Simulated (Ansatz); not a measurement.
# Moving the Hubbard U on Gd f in GdO

Symmetry: F-43m, No. 216, cubic system. Conventional cell: a = 5.400 Å, b = 5.400 Å, c = 5.400 Å, α = 90.00°, β = 90.00°, γ = 90.00°. Gd (site symmetry -43m) is surrounded by 4 O at 2.34 Å. O (site symmetry -43m) is surrounded by 4 Gd at 2.34 Å.

Kept alike: task projected density of states; functional PBEsol; k mesh 9 × 9 × 9; occupations fermi-dirac, width 0.05 eV; collinear spin, ferromagnetic start. Program: Ansatz, Ansatz PAW, cutoff 420 eV. The mesh is that of the run's cell of 2 atoms. No spin-orbit coupling.

| Hubbard U on Gd f, U (eV) | pressure (GPa) | largest site moment (μB) |
| --- | --- | --- |
| 0 | -4.52 | 6.82 |
| 1 | -4.46 | 6.90 |
| 2 | -4.42 | 6.97 |
| 3 | -4.29 | 6.99 |
| 4 | -4.16 | 7.00 |
| 5 | -4.05 | 7.01 |
| 6 | -3.94 | 7.02 |
| 8 | -3.74 | 7.02 |

Pressure is positive in compression, with a Pulay correction for the finite cutoff. For a metal such a mesh leaves the last digits unconverged. How U acts hangs on the program's projectors. The runs hold the magnetic state that their start led to, which needn't be the lowest. Site moments count inside each atom's sphere or projector. All rows use potentials made for PBE. U is the effective U - J on orthogonalised atomic projectors. Double counting: fully localised limit (the default).

Problem. What does the Hubbard U on Gd f change here?

Solution. The pressure rises from -4.52 to -3.74 GPa between 0 and 8 eV. U localises the shell and weakens its bonds, so the cell pushes outwards. The largest site moment rises from 6.82 to 7.02 μB between 0 and 8 eV. U favours whole occupations of the shell, which as a rule raises the local moment.
